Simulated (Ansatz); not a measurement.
Here is the system:

InPPd₅:
```cif
data_InPPd5
_chemical_formula_sum 'In1 P1 Pd5'
_space_group_name_H-M_alt 'P4/mmm'
_space_group_IT_number 123
_space_group_name_Hall '-P 4 2'
_cell_length_a 3.94878
_cell_length_b 3.94878
_cell_length_c 6.95979
_cell_angle_alpha 90.000
_cell_angle_beta 90.000
_cell_angle_gamma 90.000
loop_
_atom_site_label
_atom_site_type_symbol
_atom_site_symmetry_multiplicity
_atom_site_Wyckoff_symbol
_atom_site_fract_x
_atom_site_fract_y
_atom_site_fract_z
_atom_site_occupancy
In1 In 1 c 0.50000 0.50000 0.00000 1
P1 P 1 b 0.00000 0.00000 0.50000 1
Pd1 Pd 4 i 0.00000 0.50000 0.29882 1
Pd2 Pd 1 a 0.00000 0.00000 0.00000 1
```

This is the r²SCAN-relaxed structure.

**Question.** All from the program Ansatz at the r²SCAN level (PAW), unless another level is named. Estimate the electronic character.

**Answer.** metallic (no gap).

**Question.** Next, the density of states at the Fermi level?

**Answer.** 0.15 states/eV per atom (mean over ±0.08 eV).

**Question.** Give the formation energy from the elements (no fitted shifts).

**Answer.** -0.61 eV/atom.

The first step of the workflow began from a Materials Project structure, measured or hypothetical; the Crystallography Open Database copy checked does not list it. Whether it is the stable phase at ambient conditions was not checked. The r²SCAN relaxation kept the symmetry of its start; its stability against distortions is not shown here. The run is not spin-polarised. The references are the lowest solids computed at this level, not always the standard phases. Spin–orbit coupling is left out wherever it is not named.

Potentials: the later of the program's two PAW sets.
